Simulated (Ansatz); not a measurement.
CdTe:
```yaml
crystal:
  lattice:
    - [4.56116, 0.00000, 0.00000]
    - [-2.28058, 3.95008, 0.00000]
    - [0.00000, 0.00000, 10.46920]
  atoms:
    - { symbol: Cd, position: [0.50038, 0.00000, 0.33333] }
    - { symbol: Cd, position: [0.00000, 0.50038, 0.66667] }
    - { symbol: Cd, position: [0.49962, 0.49962, 0.00000] }
    - { symbol: Te, position: [0.50017, 0.00000, 0.83333] }
    - { symbol: Te, position: [0.00000, 0.50017, 0.16667] }
    - { symbol: Te, position: [0.49983, 0.49983, 0.50000] }
```

Relaxed with r²SCAN. The program Ansatz at the r²SCAN level (PAW) gives a gap of 0.60 eV.

Q: What gap does HSE06 give on the same cell (Ansatz, PAW)?

A: 0.87 eV, 0.27 eV more. The hybrid was solved on a coarser mesh and at special points; the gap given is the minimum over both.

```tsv
k	v1 r²SCAN	c1 r²SCAN	v1 HSE06	c1 HSE06
Γ	-0.12	0.60	-0.11	0.87
A	0.00	2.14	[?]	[?]
K	-1.17	1.40	[?]	[?]
H	-0.67	2.84	-0.70	3.31
M	-1.08	1.88	[?]	[?]
L	-1.01	1.58	[?]	[?]
```

Q: Top valence (v1) and lowest conduction level (c1) in eV from each method's valence maximum (which need not be a listed point): supply the withheld HSE06 values.

A: 
- A, v1 HSE06: 0.00
- A, c1 HSE06: 2.47
- M, v1 HSE06: -1.14
- M, c1 HSE06: 2.21
- K, v1 HSE06: -1.24
- K, c1 HSE06: 1.78
- L, v1 HSE06: -1.05
- L, c1 HSE06: 1.92

Cost on shared cores: the r²SCAN run (SCF on a 7×7×3 mesh, then bands and DOS) around 5 core-minutes (rough), the HSE06 run (SCF on 4×4×2, then a few points) very roughly 9 core-minutes; the tasks are unlike.

Space group P6_422. The first step of the workflow began from a Materials Project structure, measured or hypothetical; the Crystallography Open Database copy checked does not list it. It is not the phase usual at ambient conditions (space group No. 216). The r²SCAN relaxation kept the symmetry of its start; whether a distortion lowers the energy is not shown. Point labels and valley counts follow the cell and symmetry of the run, lower than the named group. Spin–orbit coupling is left out wherever it is not named.

Potentials: the later of the program's two PAW sets.
